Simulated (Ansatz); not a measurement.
Relaxed-ion elastic tensor of CaO (CsCl type, space group No. 221) in GPa (Voigt order), plane-wave PAW r²SCAN (Ansatz code); density 3.81 g/cm³, 12.23 Å³ per atom.

```
  392  -12.9  -12.9    0.0    0.0    0.0
-12.9    392  -12.9    0.0    0.0    0.0
-12.9  -12.9    392    0.0    0.0    0.0
  0.0    0.0    0.0   -5.3    0.0    0.0
  0.0    0.0    0.0    0.0   -5.3    0.0
  0.0    0.0    0.0    0.0    0.0   -5.3
```

Task: Is the crystal mechanically stable?

Result: No: the smallest eigenvalue of C is -5.3 GPa.

Space group Pm-3m (CsCl type). This is a known high-pressure phase of the composition, computed here at zero pressure and temperature. Symmetry was held in the r²SCAN relaxation. At this level the phase is mechanically unstable.

Potentials: the earlier of the program's two PAW sets.
